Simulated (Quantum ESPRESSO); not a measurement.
Band energies of TlBr at -2 % isotropic strain

```
TlBr
1.0
    3.83540     0.00000     0.00000
    0.00000     3.83540     0.00000
    0.00000     0.00000     3.83540
Br Tl
1 1
Direct
  0.50000   0.50000   0.50000
  0.00000   0.00000   0.00000
```

PBE (stringent potentials; pw.x of Quantum ESPRESSO, ONCV potentials, no spin-orbit coupling); path ΓXMΓRX,MR; energies in eV from the valence-band maximum.

```
k (1/Å)  point  band 15  band 16  band 17  band 18  band 19  band 20  band 21  band 22
-------  -----  -------  -------  -------  -------  -------  -------  -------  -------
0.00         Γ   -10.17    -4.96    -1.85    -1.85    -1.85     6.65     6.65     7.60
0.35             -10.16    -5.53    -1.62    -1.62    -1.41     4.61     6.82     6.82
0.70             -10.16    -6.25    -1.25    -1.25    -0.24     1.90     5.76     5.76
0.82         X   -10.16    -6.30    -1.21    -1.21     0.00     1.54     5.67     5.67
1.05             -10.17    -6.11    -1.95    -1.20    -0.50     2.32     5.39     5.93
1.40             -10.12    -5.08    -3.43    -2.47    -1.15     4.23     4.99     7.08
1.64         M   -10.09    -4.04    -3.78    -3.78    -1.14     4.95     4.95     7.59
1.85             -10.12    -4.91    -3.64    -2.54    -1.15     4.33     5.04     7.21
2.16             -10.20    -5.57    -3.03    -1.32    -0.65     3.35     5.46     6.58
2.48             -10.18    -5.35    -2.24    -1.66    -1.08     5.23     6.08     7.04
2.80         Γ   -10.17    -4.96    -1.85    -1.85    -1.85     6.65     6.65     7.60
3.10             -10.19    -5.30    -2.03    -2.03    -0.99     5.76     6.15     6.15
3.51             -10.18    -5.32    -2.48    -2.48    -0.77     4.31     4.31     5.02
3.81             -10.15    -4.33    -2.60    -2.60    -1.95     2.67     2.67     4.29
4.11             -10.09    -2.88    -2.54    -2.53    -2.53     1.70     1.70     1.89
4.22         R   -10.08    -2.76    -2.52    -2.52    -2.52     1.62     1.62     1.62
4.41             -10.09    -3.21    -2.66    -2.51    -2.45     1.80     2.03     2.43
4.70             -10.13    -4.68    -2.84    -2.12    -1.97     2.69     3.31     5.12
5.08             -10.18    -6.01    -2.00    -1.46    -0.64     2.64     4.68     6.50
5.37         X   -10.16    -6.30    -1.21    -1.21     0.00     1.54     5.67     5.67
5.37         M   -10.09    -4.04    -3.78    -3.78    -1.14     4.95     4.95     7.59
5.56             -10.09    -3.94    -3.66    -3.66    -1.34     4.46     4.46     6.36
5.83             -10.09    -3.44    -3.14    -3.14    -2.02     2.89     2.89     3.55
6.19         R   -10.08    -2.76    -2.52    -2.52    -2.52     1.62     1.62     1.62
```

The PBE gap is direct, 1.54 eV at X.

Spin-orbit coupling is left out; with 6p states at a band edge it can lower the gap by many tenths of an eV, most of a small gap.

Geometry strained from the cell relaxed with PBEsol, atoms relaxed again.
